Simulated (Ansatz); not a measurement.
Values for one crystal, relaxed and computed with plane-wave PAW r²SCAN (Ansatz code); other levels are named.

```yaml
volume_per_atom: 47.39 Å³
electronic_character: metallic (no gap)
Density of states at the Fermi level: 1.1 states/eV per atom (mean over ±0.08 eV)
Formation energy from the elements (no fitted shifts): -25 kJ/mol of atoms
```

### Question
Pick the material that matches.
(A) V3Mo, Fm-3m (V on 8c, V on 4b, Mo on 4a)
(B) EuGa2, P6/mmm (Eu on 1a, Ga on 2d)
(C) LuCd, CsCl type
(D) Ba2Cd, MoSi2 or CaC2 type

### Answer
D, Ba2Cd, MoSi2 or CaC2 type

Space group I4/mmm (MoSi2 or CaC2 type). The workflow started from a Materials Project entry (that database holds measured and hypothetical structures alike); the Crystallography Open Database files this formula in space group No. 139, but the cells were not matched. Whether it is the stable phase at ambient conditions was not checked. The cell was relaxed with r²SCAN under the symmetry of its start; its stability against distortions is not shown here. The references are the lowest solids computed at this level, not always the standard phases. Spin–orbit coupling is left out wherever it is not named.

Potentials: the later of the program's two PAW sets.
